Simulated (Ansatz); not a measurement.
Pb (fcc (Cu type), Fm-3m) under volume change, DFT-PBEsol in the program Ansatz with PAW potentials, scaled uniformly.

```tsv
V (Å³/atom)	E − E(relaxed) (meV/atom)	P (GPa)
27.339	___	___
28.240	18.3	3.47
29.141	4.3	1.57
30.043	0.0	0.00
30.944	3.8	-1.30
31.845	14.3	-2.39
32.747	___	___
```

Complete the blanks.


- 32.747, E − E(relaxed) (meV/atom): 30.3
- 32.747, P (GPa): -3.30
- 27.339, E − E(relaxed) (meV/atom): 44.0
- 27.339, P (GPa): 5.73

What does a third-order Birch–Murnaghan fit give for V₀, B₀ and B′?

V₀ = 30.05 Å³/atom, B₀ = 47.7 GPa, B′ = 5.1.

The cell was relaxed with PBEsol under the symmetry of its start. Scalar-relativistic: spin–orbit coupling is off unless named, which matters more the heavier the elements.

Potentials: the later of the program's two PAW sets.
